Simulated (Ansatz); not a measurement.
CrI3 (R-3), relaxed with r²SCAN+D4 (Ansatz, a quantum-chemistry and plane-wave program, plane waves, PAW): a = b = 6.9205 Å, c = 20.1339 Å, α = β = 90.00°, γ = 120.00°.

```
Property                                                                        Value
---------------------------  --------------------------------------------------------
gap (eV)                                                                         1.35
ΔH_f (eV/atom)                                                                  -0.66
spin order and moments (μB)  ferromagnetic; net 0.75 per atom; largest site about 3.3
```

Q: The same phase is relaxed and computed with PBEsol in the same code. What are the cell and these values now?

A: a = b = 6.818 Å, c = 19.919 Å, α = β = 90.00°, γ = 120.00°.

- gap (eV) = 1.07
- ΔH_f (eV/atom) = -0.39
- spin order and moments (μB) = ferromagnetic; net 0.75 per atom; largest site about 3.1

Spin orders computed, not proven ground states: CrI3, R-3 (Cr on 6c, I on 18f) with r²SCAN+D4 ferromagnetic; CrI3, R-3 (Cr on 6c, I on 18f) with PBEsol ferromagnetic. Weakly bound layers, chains or molecules computed without a dispersion correction, so cells and soft constants are ill determined: CrI3, R-3 (Cr on 6c, I on 18f) with PBEsol. All cells were relaxed under the symmetry of their starts (and spin orders); stability against distortions was not tested throughout. Spin–orbit coupling is left out wherever it is not named.

Potentials: the later of the program's two PAW sets.

Ansatz is a plane-wave DFT program.

Formation energies count from the lowest solids of the elements computed at the same level, not from gases.
